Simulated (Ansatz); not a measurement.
Geometry optimisation in Ansatz: input, command and trajectory.

```yaml
crystal:
  lattice:
    - [1.8602971187, 1.0740430422, 8.6234207911]
    - [-1.8602971187, 1.0740430422, 8.6234207911]
    - [0.0, -2.1480860844, 8.6234207911]
  atoms:
    - { symbol: Li, position: [0.4, 0.4, 0.4] }
    - { symbol: Li, position: [0.6, 0.6, 0.6] }
    - { symbol: Cl, position: [0.0, 0.0, 0.0] }
    - { symbol: Cl, position: [0.2095, 0.2095, 0.2095] }
    - { symbol: Cl, position: [0.7905, 0.7905, 0.7905] }
basis:
  ecutwfc: 420
kpoints:
  mp_grid: { grid: [6, 6, 6] }
hamiltonian:
  xc: pbe
scf:
  occupations: { method: gaussian, width: 0.1 }
  lower_state_search: "off"
output:
  forces: true
  stress: true
  eigenvalues: true
relax:
  adjacent_minimum: "off"
  f_tol: 0.04
  max_steps: 70
  cell: { stress_tol: 0.4 }
```

```bash
ansatz run input.yaml --threads 1 --pin off --max-ram 2560MiB --backend cpu --events-out ev --progress --plain --runs-dir out
```

These are results of DFT PBE, scalar-relativistic, plane waves, PAW in Ansatz 0.2.0, not measurements.

Of 8 frames 7 are shown, positions in Å and forces in eV/Å; the SCF threshold varies from step to step. Steps run on the plane waves of an earlier cell, with a Pulay correction in the pressure. The basis is chosen afresh for the last frame, the zero of the energies, and at times for earlier ones too; energy and pressure step there, also at an unchanged geometry. The end is built of layers, and without a dispersion correction their distances are poorly fixed.

```xyz
5
Lattice="1.8603 1.0740 8.6234 -1.8603 1.0740 8.6234 0.0000 -2.1481 8.6234" Properties=species:S:1:pos:R:3:forces:R:3 pbc="T T T" step=1 free_energy_over_end_meV_per_atom=58.27 pressure_GPa=-1.91
Li    0.0000    0.0000   10.3481    0.0000    0.0000   -0.0148
Li    0.0000    0.0000   15.5222    0.0000    0.0000    0.0148
Cl    0.0000    0.0000    0.0000    0.0000    0.0000    0.0000
Cl    0.0000    0.0000    5.4198    0.0000    0.0000    0.8075
Cl    0.0000    0.0000   20.4504    0.0000    0.0000   -0.8075
5
Lattice="1.8523 1.0694 8.4804 -1.8523 1.0694 8.4804 0.0000 -2.1389 8.4804" Properties=species:S:1:pos:R:3:forces:R:3 pbc="T T T" step=2 free_energy_over_end_meV_per_atom=13.35 pressure_GPa=-1.24
Li    0.0000    0.0000   10.1077    0.0000    0.0000    0.0397
Li    0.0000    0.0000   15.3333    0.0000    0.0000   -0.0397
Cl    0.0000    0.0000    0.0000    0.0000    0.0000    0.0000
Cl    0.0000    0.0000    5.5215    0.0000    0.0000    0.2547
Cl    0.0000    0.0000   19.9196    0.0000    0.0000   -0.2547
5
Lattice="1.8403 1.0625 8.2814 -1.8403 1.0625 8.2814 0.0000 -2.1250 8.2814" Properties=species:S:1:pos:R:3:forces:R:3 pbc="T T T" step=3 free_energy_over_end_meV_per_atom=4.62 pressure_GPa=0.00
Li    0.0000    0.0000    9.8549    0.0000    0.0000    0.0477
Li    0.0000    0.0000   14.9894    0.0000    0.0000   -0.0477
Cl    0.0000    0.0000    0.0000    0.0000    0.0000    0.0000
Cl    0.0000    0.0000    5.4729    0.0000    0.0000    0.0619
Cl    0.0000    0.0000   19.3714    0.0000    0.0000   -0.0619
5
Lattice="1.8528 1.0697 8.1863 -1.8528 1.0697 8.1863 0.0000 -2.1394 8.1863" Properties=species:S:1:pos:R:3:forces:R:3 pbc="T T T" step=4 free_energy_over_end_meV_per_atom=3.43 pressure_GPa=0.10
Li    0.0000    0.0000    9.7495    0.0000    0.0000    0.0652
Li    0.0000    0.0000   14.8094    0.0000    0.0000   -0.0652
Cl    0.0000    0.0000    0.0000    0.0000    0.0000    0.0000
Cl    0.0000    0.0000    5.4301    0.0000    0.0000    0.0395
Cl    0.0000    0.0000   19.1288    0.0000    0.0000   -0.0395
5
Lattice="1.9153 1.1058 7.7658 -1.9153 1.1058 7.7658 0.0000 -2.2116 7.7658" Properties=species:S:1:pos:R:3:forces:R:3 pbc="T T T" step=5 free_energy_over_end_meV_per_atom=1.54 pressure_GPa=0.21
Li    0.0000    0.0000    9.3075    0.0000    0.0000    0.0741
Li    0.0000    0.0000   13.9900    0.0000    0.0000   -0.0741
Cl    0.0000    0.0000    0.0000    0.0000    0.0000    0.0000
Cl    0.0000    0.0000    5.2136    0.0000    0.0000   -0.0496
Cl    0.0000    0.0000   18.0839    0.0000    0.0000    0.0496
5
Lattice="1.8865 1.0892 7.9796 -1.8865 1.0892 7.9796 0.0000 -2.1783 7.9796" Properties=species:S:1:pos:R:3:forces:R:3 pbc="T T T" step=6 free_energy_over_end_meV_per_atom=0.86 pressure_GPa=0.07
Li    0.0000    0.0000    9.5443    0.0000    0.0000    0.0749
Li    0.0000    0.0000   14.3944    0.0000    0.0000   -0.0749
Cl    0.0000    0.0000    0.0000    0.0000    0.0000    0.0000
Cl    0.0000    0.0000    5.3221    0.0000    0.0000    0.0220
Cl    0.0000    0.0000   18.6166    0.0000    0.0000   -0.0220
5
Lattice="1.8911 1.0918 7.9765 -1.8911 1.0918 7.9765 0.0000 -2.1837 7.9765" Properties=species:S:1:pos:R:3:forces:R:3 pbc="T T T" step=8 free_energy_over_end_meV_per_atom=0.00 pressure_GPa=0.21
Li    0.0000    0.0000    9.5861    0.0000    0.0000    0.0044
Li    0.0000    0.0000   14.3435    0.0000    0.0000   -0.0044
Cl    0.0000    0.0000    0.0000    0.0000    0.0000    0.0000
Cl    0.0000    0.0000    5.3397    0.0000    0.0000   -0.0175
Cl    0.0000    0.0000   18.5899    0.0000    0.0000    0.0175
```

The start puts this composition into another compound's structure type, which needn't suit it. At the end the space group is R-3m (tolerance 0.05 Å).

Time: 28 s on 1 thread of Arm Neoverse V2, with other jobs on the host, peak memory 0.36 GiB.

The k mesh is coarse. The cell has an odd number of electrons and was run without spin polarisation, which forces a half-filled band: energy, forces and stress belong to that artificial state.